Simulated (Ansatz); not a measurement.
# Thermal properties of Ni$_{4}$Pt from its phonons

The calculation used Ansatz 0.2.0, DFT PBE, scalar-relativistic, plane waves, PAW. Cutoff 420 eV, 12×12×12 k-points (Γ-centred), Fermi-Dirac smearing of 0.15 eV. No spin polarisation. Phonons by linear response, acoustic sum rule imposed.

Relaxed structure:
```cif
data_structure
_symmetry_space_group_name_H-M 'P 1'
_symmetry_Int_Tables_number 1
_cell_length_a 4.4412
_cell_length_b 4.4412
_cell_length_c 4.4412
_cell_angle_alpha 99.604
_cell_angle_beta 99.604
_cell_angle_gamma 131.783
_cell_volume 59.62
loop_
_atom_site_label
_atom_site_type_symbol
_atom_site_fract_x
_atom_site_fract_y
_atom_site_fract_z
_atom_site_occupancy
Ni1 Ni 0.80443 0.59687 0.40130 1
Ni2 Ni 0.59687 0.19557 0.79245 1
Ni3 Ni 0.40313 0.80443 0.20755 1
Ni4 Ni 0.19557 0.40313 0.59870 1
Pt1 Pt 0.00000 0.00000 0.00000 1
```

The cell was found from a structure generator's guess, not taken from experiment. In a metal, frequencies and elastic constants depend on the k mesh and the smearing, soft modes and shear constants most. Some empty bands missed the eigensolver's threshold. Spin–orbit coupling is left out, which matters for heavy elements. The q mesh is coarse, so values between its points are rough.

Force constants from linear response on a 2×2×2 q mesh, interpolated to a fine mesh.

(1) How much zero-point energy does an atom carry?

(2) How large are the vibrational entropy and heat capacity at 300 K?

(3) Tabulate them against temperature.

## Answers

(1) 33.2 meV.

(2) S = 3.74 k_B and C_V = 2.81 k_B per atom, 94 % of the Dulong–Petit value.

(3)
```
T (K)  F_vib (meV/atom)  S (k_B/atom)  C_V (k_B/atom)
  100              30.2          1.08            1.78
  200              13.8          2.64            2.60
  300             -14.0          3.74            2.81
  400             -49.8          4.56            2.89
  500             -92.0          5.21            2.93
  600            -139.3          5.74            2.95
  700            -190.8          6.20            2.96
  800            -245.9          6.60            2.97
  900            -304.3          6.95            2.98
 1000            -365.5          7.26            2.98
```
